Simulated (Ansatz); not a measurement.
The start is a generated cell, Ga built in the AFLOW prototype A_oC8_64_f. Cell shape, volume and atoms are optimised at zero target pressure with PBEsol (plane waves to 420 eV, PAW, scalar-relativistic; Ansatz, a first-principles code). First-step values are on the input's coarse k-mesh.

Ansatz input (later rounds restart from its end on a renewed k-mesh):
Ansatz 0.2 input:
```yaml
crystal:
  lattice:
    - [2.2615, -3.8305, 0]
    - [2.2615, 3.8305, 0]
    - [0, 0, 4.524]
  atoms:
    - { symbol: Ga, position: [0.3451, 0.6549, 0.581] }
    - { symbol: Ga, position: [0.6549, 0.3451, 0.419] }
    - { symbol: Ga, position: [0.8451, 0.1549, 0.919] }
    - { symbol: Ga, position: [0.1549, 0.8451, 0.081] }
basis: { ecutwfc: 420, ecutrho_ratio: 4, xc_grid: 2, fft_grid_basis: typed }
kpoints: { mp_grid: { grid: [8, 8, 7] } }
hamiltonian:
  xc: pbesol
  dispersion: none
  pseudopotentials: { kind: paw }
scf: { occupations: { method: fermi_dirac, width: 0.05 } }
relax: { f_tol: 0.01, max_steps: 100, cell: { stress_tol: 0.02 } }
output: { forces: true, stress: true }
```

Problem. Which atoms feel the largest initial force, and how large is it?

Solution. 0.11 eV/Å, on Ga1, Ga2, Ga3, Ga4 (atoms numbered as listed).

Problem. How much energy is released per atom?

Solution. Under 0.01 eV/atom.

Problem. How does the volume per atom move from start to end?

Solution. -2.7 %, from 19.59 to 19.07 Å³/atom.

Problem. How do the shortest distances between atoms change?

Solution. The closest pairs of elements (up to four, under 3.6 Å), start → end: Ga–Ga 2.48 → 2.48 Å.

Problem. Is the relaxed structure metallic? Give its gap.

Solution. Zero (metallic).

The space group stays Cmce (No. 64) (the run could not lower it); the end is AFLOW prototype A_oC8_64_f (A11, as in Ga), with 4 atoms in the primitive cell. Final values are on a 12×12×10 k-mesh of the relaxed cell. No spin polarisation in the result.

The run could not lose the symmetry of its start.
